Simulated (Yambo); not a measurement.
Se (space group P3_121, No. 152); a = 4.058 Å, b = 4.058 Å, c = 5.135 Å, α = 90.00°, β = 90.00°, γ = 120.00°. With the G0W0 scissor the direct gap on the mesh is 0.87 eV. Axes are Cartesian, with cell vectors (Å) (4.06, 0.00, 0.00), (-2.03, 3.51, 0.00), (0.00, 0.00, 5.13).

Problem. Can the lowest exciton of this BSE run be trusted, and with what binding energy? (Yambo, PBE bands; 6×6×6 mesh, 6 valence and 6 conduction bands, static screening with 56 bands and a 4 Ry block, scissor 0.37 eV, Tamm-Dancoff.)

Solution. No. The lowest state covers only about 2 of the 216 k points, so the mesh doesn't resolve it: its energy and its distance from the direct gap are mesh artefacts. An extended exciton needs a far denser mesh. The scissor comes from a G0W0 run whose convergence isn't established. Spin-orbit splittings are left out.

Bands and orbitals come from the standard potentials; the scissor and the G0W0 gaps come from a run at the same geometry on the stringent ones, which hold whole semicore shells in the valence.

Geometry relaxed with PBE+D3(BJ).
